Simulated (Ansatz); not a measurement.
BP (NiAs type, P6_3/mmc) under volume change, PBEsol in the plane-wave PAW code Ansatz, shape and atoms relaxed at each volume.

| V (Å³/atom) | E − E(relaxed) (meV/atom) | P (GPa) |
|---|---|---|
| 9.196 | 49.6 | 18.87 |
| 9.499 | 21.0 | 11.63 |
| 9.802 | 5.0 | 5.40 |
| 10.105 | 0.0 | 0.00 |
| 10.408 | 4.5 | -4.61 |
| 10.711 | 17.0 | -8.56 |
| 11.014 | 36.5 | -11.98 |

Q: What does a third-order Birch–Murnaghan fit give for V₀, B₀ and B′?

A: V₀ = 10.11 Å³/atom, B₀ = 165 GPa, B′ = 4.0.

A made-up cell: these elements were put on the sites of a structure type; neither database checked (COD, Materials Project) lists it. It is not the phase usual at ambient conditions (space group No. 216). The PBEsol relaxation kept the symmetry of its start. At this level the phase is dynamically unstable (imaginary phonons).

Potentials: the earlier of the program's two PAW sets. The files were generated under PBE; for other functionals the program regenerates the frozen cores, and for LDA and PBEsol the local potential too.
